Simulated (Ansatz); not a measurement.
SiMo₂C in space group P6_3/mmc (No. 194; Si on 2d, Mo on 4f, C on 2a) at seven volumes, the program Ansatz at the r²SCAN level (PAW), shape and atoms relaxed at each. One row is withheld.

```json
[
 {"V (Å³/atom)": "11.655", "P (GPa)": "25.89"},
 {"V (Å³/atom)": "12.039", "P (GPa)": "16.36"},
 {"V (Å³/atom)": "12.423", "P (GPa)": "7.64"},
 {"V (Å³/atom)": "12.807", "P (GPa)": "0.01"},
 {"V (Å³/atom)": "13.192", "P (GPa)": "-6.49"},
 {"V (Å³/atom)": "13.576", "P (GPa)": "-12.07"},
 {"V (Å³/atom)": "13.960", "P (GPa)": "?"}
]
```

Fit the shown pressures and predict the withheld one.

P = (3/2)B₀(x^(7/2) − x^(5/2))[1 + (3/4)(B′ − 4)(x − 1)] with x = (V₀/V)^(2/3). Least squares on the six rows gives V₀ = 12.815 Å³/atom, B₀ = 233 GPa, B′ = 3.45. At V = 13.960, x = 0.9445 and P = -17.19 GPa. The run itself gave -16.81 GPa.

The start of the workflow was typed in or built on a structure type; neither database checked (COD, Materials Project) lists it. Its standing as an ambient phase is unchecked. The r²SCAN relaxation kept the symmetry of its start; its stability against distortions is not shown here. The run is not spin-polarised.

Potentials: the earlier of the program's two PAW sets.
